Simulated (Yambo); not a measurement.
```xyz
10
Lattice="2.4025 1.3871 4.3721 -2.4025 1.3871 4.3721 0.0000 -2.7742 4.3721" Properties=species:S:1:pos:R:3 pbc="T T T"
O      0.9315     1.3871     7.6511
O     -0.9315    -1.3871     5.4651
O     -1.6670     0.1132     7.6511
O      1.6670    -0.1132     5.4651
O      0.7355    -1.5003     7.6511
O     -0.7355     1.5003     5.4651
Al     0.0000     0.0000     1.9399
Al     0.0000     0.0000    11.1764
Al     0.0000     0.0000     4.6182
Al     0.0000     0.0000     8.4980
```

Al2O3 (corundum, space group R-3c, No. 167): mean Im ε in 1 eV windows above the direct gap of 8.18 eV, for different electron-hole kernels (Yambo, broadening 0.15 eV, PBEsol (pw.x of Quantum ESPRESSO, ONCV potentials, scalar-relativistic) bands; 6×6×6 mesh, 11 valence and 3 conduction bands, static screening with 55 bands and a 3 Ry block, scissor 2.35 eV, Tamm-Dancoff; field along x).

```tsv
window (eV)	independent quasiparticles	RPA (no attraction)	BSE
8.2 to 9.2	0.5	0.4	1.8
9.2 to 10.2	1.0	0.8	2.0
10.2 to 11.2	1.3	1.1	2.6
```

This run doesn't resolve bound excitons or single peaks, so only averages are given, and they too depend on the mesh; weight that the attraction moves below the gap isn't listed. All transitions below 11.88 eV are in the band window. The scissor comes from a G0W0 run whose convergence isn't established.

Geometry of the Materials Project entry, not relaxed at this level.
